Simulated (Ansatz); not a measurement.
A geometry of AlNi away from equilibrium: step 3 of the relaxation of a relaxed AlNi cell, doubled along one cell vector, shaken by Gaussian noise of σ = 0.08 Å a coordinate. These are PBEsol (plane waves to 420 eV, PAW, scalar-relativistic; Ansatz, a quantum-chemistry and plane-wave program) values and carry that method's errors. Γ-centred k-mesh 4×7×7 on the run's cell (coarser than for final values), Fermi–Dirac smearing 0.05 eV. The plane waves were selected for a different cell earlier on the path.

```yaml
crystal:
  lattice:
    - [8.98777, -0.01051, -0.00125]
    - [-0.00525, 4.49004, -0.02144]
    - [-0.00067, -0.02291, 4.74033]
  atoms:
    - { symbol: Al, position: [0.26698, 0.55960, 0.46876] }
    - { symbol: Al, position: [0.68160, 0.49649, 0.48458] }
    - { symbol: Al, position: [0.00148, 0.99625, 0.00314] }
    - { symbol: Al, position: [0.50150, 0.03160, 0.02539] }
    - { symbol: Al, position: [0.25698, 0.42258, 0.96484] }
    - { symbol: Al, position: [0.76434, 0.50562, 0.98079] }
    - { symbol: Ni, position: [0.25220, 0.92446, 0.04326] }
    - { symbol: Ni, position: [0.75003, 0.00957, 0.96132] }
    - { symbol: Ni, position: [0.00791, 0.49482, 0.98607] }
    - { symbol: Ni, position: [0.51000, 0.52884, 0.96872] }
    - { symbol: Ni, position: [0.00879, 0.96957, 0.49956] }
    - { symbol: Ni, position: [0.50546, 0.94599, 0.53095] }
```

Question: What forces act on the atoms (eV/Å)?

Answer: 
```json
[
 {"atom": "Al1", "Fx": "0.07", "Fy": "1.47", "Fz": "-0.16"},
 {"atom": "Al2", "Fx": "-1.53", "Fy": "-0.09", "Fz": "-0.12"},
 {"atom": "Al3", "Fx": "0.00", "Fy": "0.13", "Fz": "0.03"},
 {"atom": "Al4", "Fx": "-0.42", "Fy": "0.37", "Fz": "0.78"},
 {"atom": "Al5", "Fx": "0.17", "Fy": "-1.21", "Fz": "-0.58"},
 {"atom": "Al6", "Fx": "0.53", "Fy": "0.32", "Fz": "0.29"},
 {"atom": "Ni7", "Fx": "-0.14", "Fy": "-1.29", "Fz": "0.91"},
 {"atom": "Ni8", "Fx": "-0.27", "Fy": "-0.15", "Fz": "-0.78"},
 {"atom": "Ni9", "Fx": "0.84", "Fy": "0.43", "Fz": "-0.06"},
 {"atom": "Ni10", "Fx": "0.34", "Fy": "0.90", "Fz": "-0.56"},
 {"atom": "Ni11", "Fx": "0.38", "Fy": "-0.32", "Fz": "0.17"},
 {"atom": "Ni12", "Fx": "0.03", "Fy": "-0.55", "Fz": "0.06"}
]
```

The path ends in P1 (No. 1). No spin polarisation in the result. A magnetic state may lie lower.

The end of the path is a generated cell of AlNi: the first start was made by a random draw of sites in a space group, and the end was not matched to a known phase here, so it may be hypothetical. Known forms of AlNi include space group No. 221.
